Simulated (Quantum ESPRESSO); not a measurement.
**Kohn-Sham bands of CuI (P-3m1)**

```
CELL_PARAMETERS angstrom
      4.12862     0.00000     0.00000
     -2.06431     3.57549     0.00000
      0.00000     0.00000     7.47811
ATOMIC_POSITIONS crystal
  Cu 0.66667 0.33333 0.58995
  Cu 0.33333 0.66667 0.41005
  I  0.33333 0.66667 0.75475
  I  0.66667 0.33333 0.24525
```

Cell from Materials Project (mp-570081), symmetrised, no further relaxation. Not found in the COD (Crystallography Open Database) copy used, which has the formula in other groups; not checked further. Level: PBEsol, spinors with spin-orbit coupling; pw.x of Quantum ESPRESSO at 74 Ry with PseudoDojo potentials, 6×6×4 k-points, Wannier90. Density: 12×12×4 mesh, cold smearing 0.01 Ry. A non-magnetic state is assumed, with no Hubbard U; filled 3d bands tend to lie too high at this level. The cell is built of weakly bound layers, chains or molecules. Database cells relaxed without dispersion often hold them too far apart, which can enlarge gaps and weakens couplings between them; spacing and stacking were not compared with the measured crystal.

Energies are relative to the valence-band maximum; weights are on the orthonormalised atomic waves of the pseudopotential files, averaged over the group. 52 electrons a cell are treated as valence.

Into which isolated groups do the bands fall, where do they lie and what are they made of?


```csv
bands,from (eV),to (eV),filling,weight on atomic waves
1–4,-111.47,-111.47,filled,Cu 3s 99 %
5–8,-70.77,-70.76,filled,Cu 3p 100 %
9–16,-68.21,-68.15,filled,Cu 3p 100 %
17–20,-14.01,-13.19,filled,"I 5s 89 %, Cu 4s 8 %"
21–32,-5.99,-3.20,filled,"I 5p 65 %, Cu 3d 24 %, Cu 4s 8 %"
33–52,-2.53,0.00,filled,"Cu 3d 84 %, I 5p 14 %"
```

The Kohn-Sham gap over both meshes and the path is 1.30 eV.
